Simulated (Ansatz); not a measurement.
**Lattice vibrations of TaTi5N6 at Γ**

Level of theory: Ansatz, DFT PBE, scalar-relativistic, plane waves, PAW. Settings: 420 eV plane-wave cutoff, Γ-centred 12×12×4 mesh, Fermi-Dirac smearing of 0.15 eV. No spin polarisation. Phonons by linear response, acoustic sum rule imposed.

The cell, relaxed at this level:
```
CELL_PARAMETERS angstrom
3.02127 0.00000 0.00000
-1.51064 2.61650 0.00000
0.00000 0.00000 14.87813
ATOMIC_POSITIONS crystal
Ti 0.00000 0.00000 0.00000
Ti 0.66667 0.33333 0.16428
Ti 0.33333 0.66667 0.32808
Ti 0.66667 0.33333 0.67192
Ti 0.33333 0.66667 0.83572
Ta 0.00000 0.00000 0.50000
N 0.66667 0.33333 0.91793
N 0.33333 0.66667 0.08207
N 0.00000 0.00000 0.24674
N 0.66667 0.33333 0.41115
N 0.33333 0.66667 0.58885
N 0.00000 0.00000 0.75326
```

It was reached by relaxing an invented guess, and it needn't be the stable form of this composition. In a metal, frequencies depend on the k mesh and the smearing, soft modes most. Spin–orbit coupling is left out, which matters for heavy elements.

Optical modes at Γ:
```csv
frequency (cm⁻¹),degeneracy
93,2
124,2
145,1
153,2
184,2
185,2
197,1
232,1
293,1
301,1
480,2
485,1
501,2
507,2
509,1
517,2
518,2
522,1
538,2
541,1
565,1
574,1
```

All 33 optical modes at Γ are real: no displacement of atoms at fixed cell lowers the energy to second order. Strains and modes at other wave vectors aren't tested by this run.
